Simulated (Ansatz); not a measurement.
# Density of states of TlAgTe2

Space group I-4m2 (No. 119). a = 3.920 Å, b = 3.920 Å, c = 15.220 Å, α = 90.00°, β = 90.00°, γ = 90.00°
```tsv
atom	site	symmetry	x	y	z
Tl	2a	-4m2	0.0000	0.0000	0.0000
Ag	2c	-4m2	0.0000	0.5000	0.2500
Te	4e	2mm.	0.0000	0.0000	0.3690
```

The runs use the primitive cell with vectors (-1.960, 1.960, 7.610), (1.960, -1.960, 7.610), (1.960, 1.960, -7.610) Å, to which the k mesh refers.

The cell is COD entry 1509558, as deposited and not checked against the literature; nothing was relaxed.

No spin–orbit coupling, which matters for the heavy atoms here.

All numbers below come from Ansatz 0.2.0, DFT, LDA, all-electron LAPW, scalar-relativistic.

Settings: a Γ-centred 13×13×13 k mesh, Fermi–Dirac smearing of 0.05 eV, basis error target 0.5 meV/atom, no spin polarisation.

(1) Where is the centre of the filled Tl 5d states between -14 eV and the top of the filled states?

(2) Tabulate the density of states.

## Answers

(1) -10.76 eV from the Fermi level.

(2) States per eV and cell, averaged over 0.6 eV, from -11.8 to 6.6 eV, with energies (bin centres) from the Fermi level; empty bins are left out. The partial columns, the largest 5 alone, are projections on Löwdin-orthogonalised atomic shells (those that the program's projection atoms carry: the occupied ones and, for some elements, an empty d or f shell; other empty shells have no column), summed over atoms of an element. Weights on diffuse s and p shells depend on that basis and aren't pure angular character.
| E (eV) | total | Te 5p | Tl 5d | Ag 4d | Tl 6p | Te 5s |
| --- | --- | --- | --- | --- | --- | --- |
| -11.6 | 1.44 | 0.01 | 0.21 | 0.02 | 0.12 | 0.88 |
| -11.0 | 15.96 | 0.07 | 13.04 | 0.08 | 0.28 | 2.35 |
| -10.4 | 5.85 | 0.06 | 3.30 | 0.12 | 0.11 | 2.17 |
| -9.8 | 0.08 | 0.00 | 0.03 | 0.00 | 0.00 | 0.05 |
| -6.2 | 2.64 | 0.80 | 0.01 | 0.29 | 0.09 | 0.09 |
| -5.6 | 0.65 | 0.19 | 0.00 | 0.15 | 0.04 | 0.00 |
| -5.0 | 5.33 | 0.92 | 0.01 | 4.02 | 0.12 | 0.01 |
| -4.4 | 10.82 | 0.99 | 0.01 | 8.93 | 0.12 | 0.18 |
| -3.8 | 1.56 | 0.43 | 0.00 | 0.88 | 0.06 | 0.03 |
| -3.2 | 2.38 | 1.26 | 0.01 | 0.42 | 0.16 | 0.10 |
| -2.6 | 1.93 | 1.16 | 0.01 | 0.25 | 0.24 | 0.06 |
| -2.0 | 2.53 | 1.67 | 0.01 | 0.30 | 0.29 | 0.06 |
| -1.4 | 2.80 | 1.97 | 0.01 | 0.29 | 0.24 | 0.06 |
| -0.8 | 3.29 | 2.48 | 0.01 | 0.29 | 0.22 | 0.05 |
| -0.2 | 3.29 | 2.59 | 0.01 | 0.27 | 0.14 | 0.03 |
| 0.4 | 2.13 | 1.70 | 0.00 | 0.16 | 0.08 | 0.02 |
| 1.0 | 0.66 | 0.52 | 0.00 | 0.05 | 0.02 | 0.00 |
| 1.6 | 0.29 | 0.04 | 0.00 | 0.00 | 0.18 | 0.00 |
| 2.2 | 1.00 | 0.15 | 0.00 | 0.01 | 0.63 | 0.02 |
| 2.8 | 2.00 | 0.33 | 0.00 | 0.01 | 1.11 | 0.11 |
| 3.4 | 2.30 | 0.40 | 0.00 | 0.01 | 1.27 | 0.14 |
| 4.0 | 2.05 | 0.35 | 0.00 | 0.01 | 1.18 | 0.07 |
| 4.6 | 1.86 | 0.27 | 0.00 | 0.01 | 0.96 | 0.06 |
| 5.2 | 2.07 | 0.28 | 0.00 | 0.01 | 0.61 | 0.02 |
| 5.8 | 3.13 | 0.39 | 0.00 | 0.01 | 0.44 | 0.03 |
| 6.4 | 2.86 | 0.28 | 0.00 | 0.01 | 0.31 | 0.01 |
